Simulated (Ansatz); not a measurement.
Ta2Ge:
```
CELL_PARAMETERS angstrom
      4.64697     0.00000     0.00000
     -2.32348     4.02439     0.00000
      0.00000     0.00000     5.46982
ATOMIC_POSITIONS crystal
  Ge 0.33333 0.66667 0.25000
  Ge 0.66667 0.33333 0.75000
  Ta 0.00000 0.00000 0.00000
  Ta 0.00000 0.00000 0.50000
  Ta 0.33333 0.66667 0.75000
  Ta 0.66667 0.33333 0.25000
```

Relaxed with PBE. Special points in fractions of this cell's reciprocal vectors: Γ (0.000, 0.000, 0.000); M (0.500, 0.000, 0.000); K (0.333, 0.333, 0.000); A (0.000, 0.000, 0.500); L (0.500, 0.000, 0.500); H (0.333, 0.333, 0.500).

List the band energies nearest the Fermi level at these points for the program Ansatz at the PBE level (PAW).

In eV from the Fermi level; about four levels below and three above (degenerate sets whole), none deeper than 8.9 eV; points with the same levels are listed once.

```
k                                below                above
-  -----------------------------------  -------------------
Γ              -2.88 -2.88 -2.19 -2.19       0.31 0.84 0.84
M              -0.67 -0.44 -0.05 -0.02       0.69 1.27 2.13
K              -0.67 -0.09 -0.09 -0.02  0.77 0.77 1.26 1.26
A  -1.94 -1.94 -1.94 -1.94 -0.45 -0.45  2.22 2.22 2.22 2.22
L              -1.58 -1.58 -0.34 -0.34  0.34 0.34 1.27 1.27
H              -1.37 -1.37 -0.89 -0.89  0.05 0.05 1.57 1.57
```

Space group P6_3/mmc. The cell is a constructed one: a structure type filled with these elements; neither database checked (COD, Materials Project) lists it. Whether it is the stable phase at ambient conditions was not checked. The PBE relaxation kept the symmetry of its start; whether a distortion lowers the energy is not shown. The run is not spin-polarised. Spin–orbit coupling is left out wherever it is not named.

Potentials: the later of the program's two PAW sets.
